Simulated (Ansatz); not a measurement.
**Notes on K2BaF4**

```xyz
7
Lattice="0.0000 4.2709 0.0000 4.2709 0.0000 0.0000 2.1355 2.1355 -6.9703" Properties=species:S:1:pos:R:3 pbc="T T T"
Ba    0.0000    0.0000    0.0000
F     2.1355    2.1355   -4.8653
F     4.2709    4.2709   -2.1050
K     2.1355    2.1355   -2.0632
K     4.2709    4.2709   -4.9071
F     2.1355    0.0000    0.0000
F     0.0000    2.1355    0.0000
```

Level: r2SCAN, no spin polarisation; 500 eV; 6×6×6 Γ-centred mesh; fermi-dirac occupations (width 0.1 eV); Ansatz 0.2.0, fixed geometry.

Q: What is the character of the valence top and the conduction bottom?

A: Within 0.7 eV of the edges, the states project mainly on F p (61 %) and Ba p (36 %) below the gap and on K s (72 %) above it.

Q: Metal or insulator? Give the gap.

A: The gap is 2.80 eV, direct at the points sampled. A semilocal functional usually gives too small a gap.

Q: Which atom feels the largest force, and which way?

A: The largest is on F3 (and as large on other atoms): 6.88 eV/Å, components (0.00, 0.00, -6.88). It makes 180° with the line to a nearest neighbour, Ba1 at 2.11 Å, pointing away from it.

Q: Which element gives electrons and which takes them?

A: Bader charges in e: K +0.90, Ba +1.61, F -0.85. In the mean Ba gives up most and F takes most.

Q: What does the stress say?

A: The pressure is 31.5 GPa (compression positive), so with the atoms held at these fractions the cell would first expand; the forces are large, so a full relaxation may end otherwise. The principal stresses 31.0, 31.0, 32.4 GPa differ, so its shape would change too.

Q: What is the formation energy?

A: -2.46 eV an atom against the elements' usual phases (free molecules for gases, crystals otherwise, with no correction for O₂ or N₂), so it is bound against them; other compounds may still compete. Relaxing would lower it.

Origin: a known structure type with other elements, at an estimated volume, so it need not be a known compound. Caveats: atoms or cell far from equilibrium.
